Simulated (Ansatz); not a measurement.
Property card for MoIr

MoIr:
```cif
data_Ir2Mo2
_chemical_formula_sum 'Ir2 Mo2'
_space_group_name_H-M_alt 'Pmma'
_space_group_IT_number 51
_space_group_name_Hall '-P 2a 2a'
_cell_length_a 4.41194
_cell_length_b 2.74555
_cell_length_c 4.79475
_cell_angle_alpha 90.000
_cell_angle_beta 90.000
_cell_angle_gamma 90.000
loop_
_atom_site_label
_atom_site_type_symbol
_atom_site_symmetry_multiplicity
_atom_site_Wyckoff_symbol
_atom_site_fract_x
_atom_site_fract_y
_atom_site_fract_z
_atom_site_occupancy
Ir1 Ir 2 f 0.25000 0.50000 0.67457 1
Mo1 Mo 2 e 0.25000 0.00000 0.17052 1
```

Space group Pmma (No. 51); conventional cell a = 4.412 Å, b = 2.746 Å, c = 4.795 Å, α = β = γ = 90.00°.

Method: DFT-PBEsol in the program Ansatz with PAW potentials. Geometry: relaxed at this level of theory. Other levels are named where they apply.

Cell and energy:

```yaml
volume_per_atom: 14.52 Å³
density: 16.48 g/cm³
Formation energy from the elements (no fitted shifts): -0.34 eV/atom
```

Electronic structure:

```yaml
electronic_character: metallic (no gap)
Density of states at the Fermi level: 0.68 states/eV per atom (mean over ±0.08 eV)
Gap with spin–orbit coupling: none (metallic)
```

Mechanics:

```yaml
Bulk modulus (Birch–Murnaghan fit): 337 GPa
Pressure derivative B′: 4.6
```

Charges:

```yaml
bader_charges: Ir -0.78, Mo +0.78 e
```

The workflow started from an entry of the Crystallography Open Database (COD). Its standing as an ambient phase is unchecked. Symmetry was held in the PBEsol relaxation; its stability against distortions is not shown here. The run is not spin-polarised. Axis ratios of metals converge slowly with the k-mesh, so a and c are less sure than the volume. The references are the lowest solids computed at this level, not always the standard phases. Spin–orbit coupling is left out wherever it is not named.

Potentials: the later of the program's two PAW sets.
